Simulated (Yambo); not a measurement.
G0W0@PBEsol for Cs₂IBrCl₆ (space group Fm-3m, No. 225) in Yambo. Reference settings: 2×2×2 Γ-centred k mesh, 369 bands and a 6 Ry block in the screening, 369 bands in G with the Bruneval-Gonze terminator, plasmon pole fitted at 27.2 eV. The PBEsol gap L → L on this mesh is 0.82 eV; G0W0 gaps are taken between the same points.

The settings were changed. The gap went from 1.44 eV to 1.41 eV, and the shift of the valence edge from -0.32 eV to -0.13 eV.

Task: What was changed between the two runs?
(A) 234 bands in G
(B) 234 bands in G, no terminator
(C) pole fitted at 55 eV
(D) no random integration

Result: D, no random integration. The others gave (gap, valence shift): pole fitted at 55 eV: 1.45, -0.36 eV; 234 bands in G: 1.43, -0.28 eV; 234 bands in G, no terminator: 1.42, 0.02 eV.

Spin-orbit coupling is not included.

Geometry of the Materials Project entry, not relaxed at this level; primitive cell a = b = c = 8.041 Å, α = β = γ = 60.00°.

The structure is a Materials Project entry; no match was found in the copy of COD used, and its stability was not checked.

A shift is the quasiparticle energy of the state minus its PBEsol energy.
